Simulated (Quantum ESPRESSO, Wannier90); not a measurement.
**Tight-binding from DFT: Mg₂Ge (anti-fluorite)**

```
begin unit_cell_cart
ang
    0.0000000000    3.1842950000    3.1842950000
    3.1842950000    0.0000000000    3.1842950000
    3.1842950000    3.1842950000    0.0000000000
end unit_cell_cart
begin atoms_frac
Mg  -0.2500000000 -0.2500000000 -0.2500000000
Mg   0.2500000000  0.2500000000  0.2500000000
Ge   0.0000000000  0.0000000000  0.0000000000
end atoms_frac
```

Materials Project entry mp-408; symmetrised, unrelaxed at this level. COD (Crystallography Open Database) has an entry of this formula and space group (matched by these alone). Computed values, not measurements, from PBEsol: Quantum ESPRESSO (norm-conserving PseudoDojo potentials, cutoff 68 Ry, spinors with spin-orbit coupling) on a Γ-centred 6×6×6 mesh, then Wannier90. Density: 8×8×8 mesh, Gaussian smearing 0.01 Ry.

A tight-binding model is made by disentanglement and projection with no localisation steps (num_iter = 0), so the 24 orbitals stay atom-like: hydrogen-like Mg: s;p; Ge: s;p, axes along x, y, z; frozen window up to 3.00 eV relative to the Fermi level. It follows pw.x to 13 meV rms for states up to 1.0 eV relative to the Fermi level. Matrix elements depend on this choice of orbitals and windows.

What are the on-site energies relative to the Fermi level, and how fast do the hoppings decay?


```csv
atom,orbitals,energy (eV)
Mg1,s↑ s↓,1.47
Mg1,pz↑ pz↓ px↑ px↓ py↑ py↓,5.21
Mg2,s↑ s↓,1.47
Mg2,pz↑ pz↓ px↑ px↓ py↑ py↓,5.21
Ge3,s↑ s↓,-5.82
Ge3,pz↑ pz↓ px↑ px↓ py↑ py↓,2.16
```

| distance of the centres (Å) | largest modulus (eV) |
|---|---|
| 2–3 | 1.0 |
| 3–4 | 2.0 |
| 4–5 | 0.21 |
| 5–6 | 0.28 |
| 6–7 | 0.39 |
| 7–8 | 0.049 |
| 8–9 | 0.029 |
| 9–10 | 0.076 |
| 10–11 | 0.011 |
